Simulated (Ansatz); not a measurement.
Given:

ZnS:
Space group P4/nmm, origin choice 1 (No. 129); a = 4.733 Å, b = 4.733 Å, c = 4.069 Å, α = 90.00°, β = 90.00°, γ = 90.00°

```csv
atom,site,symmetry,x,y,z
Zn,2c,4mm,0.5000,0.0000,0.0643
S,2a,-4m2,0.0000,0.0000,0.0000
```

This is the r²SCAN+D4-relaxed structure.

Problem. All from r²SCAN+D4 in the plane-wave PAW code Ansatz, unless another level is named. Predict the electronic character.

Solution. metallic (no gap).

Problem. What about the density of states at the Fermi level?

Solution. 0.23 states/eV per atom (mean over ±0.08 eV).

Problem. Next, the formation energy from the elements (no fitted shifts)?

Solution. -0.32 eV/atom.

The cell is a constructed one: a structure type filled with these elements; neither database checked (COD, Materials Project) lists it. It is not the phase usual at ambient conditions (space group No. 186, 216). Symmetry was held in the r²SCAN+D4 relaxation; whether a distortion lowers the energy is not shown. The references are the lowest solids computed at this level, not always the standard phases.

Potentials: the earlier of the program's two PAW sets. The files were generated under PBE; for other functionals the program regenerates the frozen cores, and for LDA and PBEsol the local potential too.
